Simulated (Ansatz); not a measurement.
**Ansatz 0.2.0, single run: NbIn**

The input file (Ansatz 0.2.0, plane waves):

```yaml
crystal:
  lattice:
    - [5.10143631, 0.0, 0.0]
    - [0.0, 3.1818936, 0.0]
    - [0.0, 0.0, 5.43851511]
  atoms:
    - { symbol: Nb, position: [0.25, 0.0, 0.182] }
    - { symbol: Nb, position: [0.75, 0.0, 0.818] }
    - { symbol: In, position: [0.25, 0.5, 0.672] }
    - { symbol: In, position: [0.75, 0.5, 0.328] }
  symmetry: { tolerance: 0.0003 }
kpoints:
  mp_grid: { grid: [4, 6, 4], shift: [0, 0, 0] }
magnetization:
  spin_polarized: false
scf:
  occupations: { method: fermi_dirac }
  algorithm: density_mixing
hamiltonian:
  pseudopotentials: { kind: paw }
  xc: revpbe
basis:
  ecutwfc: 420
output:
  forces: true
  stress: true
  eigenvalues: true
  write_density: true
  write_potential: true
  elf: true
  volumetric_format: npy
```

The command:

```bash
ansatz run input.yaml --threads 1 --pin off --max-ram 2560MiB --backend cpu --events-out ev --progress --plain --runs-dir out
```

Origin of the cell: a known structure type with other elements, at an estimated volume, so it need not be a known compound.

The smearing width isn't typed, so it takes its default of 0.1 eV.

Output (shortened):

```
Pseudopotentials: kind: paw
Pseudopotential: Nb, paw, valence charge 13, recommended cutoff 420 eV (normal), Nb.paw.azcp
Pseudopotential: In, paw, valence charge 13, recommended cutoff 420 eV (normal), In.paw.azcp
Functional definition: revPBE
  exchange = pbe_x(kappa = kappa, mu = beta*pi^2/3)
  correlation = pbe_c(beta = beta)
Crystal: 4 atoms, lattice volume = 88.279 Å³
Basis set: ecut = 420 eV, 1725 PW (Γ), exchange–correlation on 72×48×80 points (8 copies of the dense FFT grid, shifted against one another)
Bands: 32, of which v1, the nominal top of the filled ones, is band 26 counted from 1 (25 counted from 0)
Symmetry: 8 space group operations
Space group: Pmma (ITA 51), of the structure as read, at distance tolerance 1.3e-3 Å
k-points: 36 of 96
[… 6 lines left out …]
Initial density: superposition of atomic densities (neutral atoms: chi_scale 0, normalization atom), corrected by the library's trained network
Functional: x = revpbe(κ = 1.245, μ = 0.219515), c = pbe(β = 0.066725)
SCF iter   1: F=—  HF=-20321.069397 eV  Δρ=4.91e-3  dr2=3.06e-2
SCF iter   2: F=—  HF=-20321.065662 eV  Δρ=2.60e-3  dr2=9.18e-3
SCF iter   3: F=—  HF=-20321.064122 eV  Δρ=3.87e-4  dr2=1.65e-4
SCF iter   4: F=—  HF=-20321.064112 eV  Δρ=8.57e-5  dr2=6.77e-6
SCF iter   5: F=—  HF=-20321.064112 eV  Δρ=2.40e-5  dr2=5.12e-7
SCF iter   6: F=-20321.064112 eV  HF=-20321.064112 eV  Δρ=5.62e-6  dr2=4.39e-8
SCF 1 converged in 6 iterations: F = -20321.064112 eV  dr2 = 4.39e-8
SCF converged after 6 iterations
Free energy (F): -20321.064112 eV
Harris-Foulkes:  -20321.064112 eV  (|F-HF|=1.90e-8)
Internal energy: -20320.941437 eV  (E = F + TS)
E sigma→0 (E₀):  -20321.002775 eV
Entropy (-TS):   -0.122674 eV (-30.669 meV/atom)
Fermi energy:    13.590277 eV
--- Per-component energies (eV) ---
  E_band       = -219.209299
  E_kinetic    = 1264.021616
  E_local      = -3567.506504  (includes V_loc(G=0)·N_el)
  E_nonlocal   = 972.981852
  E_hartree    = 1275.200217
  E_xc         = -777.905609
  E_vxc        = -617.740565  (∫ρ·V_xc dr)
  E_paw        = -14478.381807  (= ΣΔE_a)
  E_vpaw       = -821.367214  (= ΣTr[D̂ρ^β])
  E_aug_tail   = 0.000065  (compensation charges beyond the density's cutoff)
  E_ewald      = -5009.324128
  E_core_change = -0.027140  (= ΣΔE_core)
  E_smearing   = -0.122674  (= −TS)
  Σ components = -20321.064112   (vs F -20321.064112, Δ=0.00e0)
--- Forces (eV/Å), atoms counted from 1 ---
  atom   1  Nb     0.000000     0.000000    -1.290517
  atom   2  Nb     0.000000     0.000000     1.290517
  atom   3  In     0.000000     0.000000     0.639833
  atom   4  In     0.000000     0.000000    -0.639833
  max |Σ_I F_I| component: 0.00e0 eV/Å
--- Stress (GPa, compression-positive) ---
       -5.750011       0.000000       0.000000
        0.000000     -10.418138       0.000000
        0.000000       0.000000      -9.840826
  P = ⅓ Tr σ = -8.6697 GPa (-86.697 kbar)
```

Caveats: forces of this functional can be a tenth off on datasets made under PBE; no moments, though an odd count or open d shells may carry them; the k mesh is coarse if the cell is a metal.

It ran for 7.3 s on 1 thread of Arm Neoverse V1 (shared host), peak memory 0.38 GiB, from the program's own first density.
